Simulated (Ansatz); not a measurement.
A geometry of Li away from equilibrium: the start of the relaxation of a relaxed Li cell, doubled along one cell vector, shaken by Gaussian noise of σ = 0.08 Å a coordinate. Level of theory: r2SCAN (plane waves to 500 eV, PAW, scalar-relativistic; Ansatz, a quantum-chemistry and plane-wave program). Γ-centred k-mesh 6×12×4 on the run's cell (coarser than for final values), Fermi–Dirac smearing 0.05 eV.

```xyz
8
Lattice="6.2045 0.0000 0.0000 -1.5511 2.6866 0.0000 0.0000 0.0000 10.0624" Properties=species:S:1:pos:R:3:forces:R:3 pbc="T T T" free_energy=-1641.027 pressure_GPa=0.1
Li    -0.0085     0.0793    -0.0850   -0.0726   -0.0923    0.1741
Li     3.0130     0.0098    -0.0254    0.1129    0.0729    0.0412
Li     0.0872     0.0941     4.9457    0.0743   -0.0878    0.1946
Li     3.3282    -0.0681     5.1808   -0.1071    0.0677   -0.1514
Li     0.0524     1.7046     2.5717    0.0611    0.1864   -0.1397
Li     3.1119     1.9427     2.5857   -0.0577   -0.1731   -0.0943
Li     1.5954     0.7873     7.5283    0.0588    0.0512    0.0217
Li     4.7353     0.9162     7.5576   -0.0697   -0.0250   -0.0463
```

Positions in Å, forces in eV/Å, free energy of the cell in eV (comparable only within this code, potentials and settings). Largest force: 0.24 eV/Å, on Li5 (atoms numbered as listed); the geometry lies 0.01 eV/atom above the end of its relaxation.

No spin polarisation in the result.

The end of the path is a generated cell of Li: the first start was made by placing the elements on the sites of a structure type, and the end was not matched to a known phase here, so it may be hypothetical. Known forms of Li include space group No. 229.
